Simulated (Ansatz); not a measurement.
The end point of a relaxation of BaTiO3. Space group R3m (No. 160). All values below come from PBEsol (plane waves to 420 eV, PAW, scalar-relativistic; Ansatz, a quantum-chemistry and plane-wave program).

Space group R3m, hexagonal axes (No. 160); a = b = 5.635 Å, c = 6.926 Å, α = β = 90.00°, γ = 120.00°

| atom | site | symmetry | x | y | z |
|---|---|---|---|---|---|
| Ti | 3a | 3m | 0.0000 | 0.0000 | 0.4129 |
| Ba | 3a | 3m | 0.0000 | 0.0000 | 0.9019 |
| O | 9b | .m | 0.1688 | 0.3376 | 0.2212 |
(The calculation used a cell of 5 atoms; values per cell refer to that cell.)

What is the computed band gap (PBEsol)?

2.32 eV, indirect (valence top at T, conduction bottom at Γ) (no spin-orbit coupling).

What smallest direct gap does PBEsol give?

2.63 eV at Γ.

No spin polarisation in the result.

It was reached from a disturbed copy of a R-3c (No. 167) cell (AFLOW prototype ABC3_hR10_167_a_b_e (G0_1, as in CaCO3)), against which it lies -519 meV/atom.

The first start was generated by placing the elements on the sites of a structure type. A measured structure of BaTiO3 has the same space group, R3m (No. 160); the sites were not compared with it. Another known form has space group No. 99.
